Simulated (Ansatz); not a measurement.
## Tetragonal deformation path in ZnNi

Computed with Ansatz 0.2.0, DFT PBEsol, scalar-relativistic, plane waves, PAW. The runs took a 420 eV cutoff, a Γ-centred 20×20×16 mesh and Gaussian smearing (0.15 eV). No spin polarisation. A magnetic state may lie lower. Energies are free energies at this smearing, counted from the undisturbed cell; pressure is positive in compression.

Reference structure (as given, not relaxed at this level; it stands at -9.1 GPa, and it needn't be the usual structure):

```xyz
2
Lattice="2.7542 0.0000 0.0000 0.0000 2.7542 0.0000 0.0000 0.0000 3.2140" Properties=species:S:1:pos:R:3 pbc="T T T"
Zn    1.3771    1.3771    1.6070
Ni    0.0000    0.0000    0.0000
```

At fixed volume and fractional coordinates, lengths along (0.000, 0.000, 1.000) are scaled against those across it; ρ is that ratio over its starting value. The cell is metallic on the mesh throughout. At ρ = 0.857 the cell becomes cubic (Pm-3m), and there the slope of the energy vanishes by symmetry. At -9 GPa the given cell is far from its own equilibrium, so these figures belong to a strongly strained crystal.

Task: Over the sampled range (0.800 to 1.300), is the undisturbed cell the lowest point?

Result: No: the energy is lower at ρ = 1.050, -1.2 in ΔE (meV/atom).

The scan:

```tsv
ρ	ΔE (meV/atom)
0.800	10.7
0.850	12.0
0.920	8.3
0.960	3.8
1.000	0.0
1.050	-1.2
1.100	2.3
1.200	24.6
1.300	70.4
```

Cost: 9 runs of about 1.8 core-minutes in all, on Arm Neoverse V2 (shared hosts).